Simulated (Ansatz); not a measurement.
# Energy against volume for Sr2ZnMoO6 (space group I4/m)

Sr$_{2}$ZnMoO$_{6}$ (space group I4/m)

```
Sr2ZnMoO6
1.0
   -2.78105     2.78105     4.00969
    2.78105    -2.78105     4.00969
    2.78105     2.78105    -4.00969
Sr Zn Mo O
2 1 1 6
Direct
  0.25000   0.75000   0.50000
  0.75000   0.25000   0.50000
  0.50000   0.50000   0.00000
  0.00000   0.00000   0.00000
  0.28115   0.19793   0.47908
  0.71885   0.80207   0.52092
  0.19793   0.71885   0.91678
  0.80207   0.28115   0.08322
  0.23926   0.23926   0.00000
  0.76074   0.76074   0.00000
```

The volume is varied about the relaxed value V₀ at fixed cell shape. The atoms relax within the cell's symmetry.

Level of theory: r2SCAN (plane waves to 500 eV, PAW, scalar-relativistic; Ansatz, a program for electronic structure). k mesh 8×8×8 (Γ-centred), Fermi-Dirac smearing 0.05 eV. The energy includes the smearing's −TS. Compression counts positive. With the shape held, the modulus is that of even scaling; a crystal free to change shape is softer. Sr2ZnMoO6 is run without spin polarisation. Sr2ZnMoO6 was relaxed with its symmetry unable to fall. ΔE is measured from the relaxed starting cell.

| V (Å³/atom) | ΔE (meV/atom) | P (GPa) |
|---|---|---|
| 11.164 | 70.9 | 20.2 |
| 11.412 | 43.5 | 15.2 |
| 11.661 | 23.5 | 10.7 |
| 11.909 | 10.0 | 6.7 |
| 12.157 | 2.4 | 3.2 |
| 12.405 | 0.0 | 0.0 |
| 12.653 | 2.2 | -2.8 |
| 12.901 | 8.6 | -5.3 |
| 13.149 | 18.6 | -7.6 |
| 13.397 | 32.0 | -9.6 |
| 13.645 | 48.2 | -11.3 |

Summary:

```
Quantity                                                                      Result
---------------------------------------------------------------------  -------------
Pressure at the smallest volume                                             20.2 GPa
Energy cost of the largest compression                                 70.9 meV/atom
Energy cost of the largest expansion                                   48.2 meV/atom
Bulk modulus at fixed cell shape B₀ (third-order Birch-Murnaghan fit)        149 GPa
Pressure derivative B₀′ (fit)                                                    4.8
Equilibrium volume of the fit                                          12.40 Å³/atom
Pressure for 5 % compression (fit)                                           8.7 GPa
```

The 11 points together took about 30 core-minutes (a rough figure).

(A scan under strain: stresses follow from slopes of the energy per volume, elastic moduli from its curvatures.)
